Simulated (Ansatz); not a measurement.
CaO (rock salt)

```xyz
2
Lattice="0.0000 2.4153 2.4153 2.4153 0.0000 2.4153 2.4153 2.4153 0.0000" Properties=species:S:1:pos:R:3 pbc="T T T"
O      0.0000     0.0000     0.0000
Ca     2.4153     2.4153     2.4153
```

Scan: atom 2 (Ca, nearest neighbour O at 2.415 Å; its periodic images, 3.4 Å or more away, move with it) is displaced along Cartesian [111], direction (0.577, 0.577, 0.577) in Cartesian axes, by s. The other atoms stay.

Calculation: PBE (plane waves to 420 eV, PAW, scalar-relativistic; Ansatz, a program for electronic structure). k mesh 10×10×10 (Γ-centred), Fermi-Dirac smearing 0.05 eV. Energies are smeared free energies. Stress and pressure are positive under compression. F∥ is the force on the atom along that direction. CaO was relaxed with its symmetry unable to fall. The zero of ΔE is the undisplaced structure.

| s (Å) | P (GPa) | ΔE (meV/cell) | F∥ (eV/Å) |
|---|---|---|---|
| -0.720 | 18.3 | 771 | (withheld) |
| -0.576 | 12.2 | 493 | 1.753 |
| -0.432 | 7.1 | 272 | 1.307 |
| -0.288 | 3.2 | 118 | 0.839 |
| -0.144 | 0.8 | (withheld) | 0.402 |
| 0.000 | 0.0 | 0 | 0.000 |
| 0.144 | 0.8 | (withheld) | -0.402 |
| 0.288 | 3.2 | 118 | -0.839 |
| 0.432 | 7.1 | 272 | -1.307 |
| 0.576 | 12.2 | 493 | -1.753 |
| 0.720 | 18.3 | 771 | (withheld) |

Problem. Fill in the missing entries.

Solution. 
- -0.720, F∥ (eV/Å): 2.081
- -0.144, ΔE (meV/cell): 29
- 0.144, ΔE (meV/cell): 29
- 0.720, F∥ (eV/Å): -2.081

(A displaced cell: forces are minus the slopes of the energy, force constants its curvatures, and phonons follow from these.)
